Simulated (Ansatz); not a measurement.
With r²SCAN in the plane-wave PAW code Ansatz, C in the orthorhombic phase (Cmcm; C on 8f, C on 8f, C on 8f) relaxes to a = 2.507 Å, b = 7.034 Å, c = 8.340 Å. C on 8f has 4 nearest neighbours from 1.54 Å (tetrahedral).

The Kohn–Sham gap is 3.07 eV (indirect). The screened hybrid HSE06 puts the gap at 4.05 eV. The electron mass is 0.31, 0.31, 0.60 mₑ (principal values). The hole mass is 0.28, 0.54, 2.4 mₑ (principal values).

The bulk modulus is 391 GPa. The elastic constants imply a Debye temperature near 2030 K.

The start of the workflow was typed in or built on a structure type; neither database checked (COD, Materials Project) lists it. It is not the phase usual at ambient conditions (space group No. 194, 227). The cell was relaxed with r²SCAN under the symmetry of its start; its stability against distortions is not shown here. The volume moved by -24 % from the start of the relaxation.

Potentials: the earlier of the program's two PAW sets. The files were generated under PBE; for other functionals the program regenerates the frozen cores, and for LDA and PBEsol the local potential too.
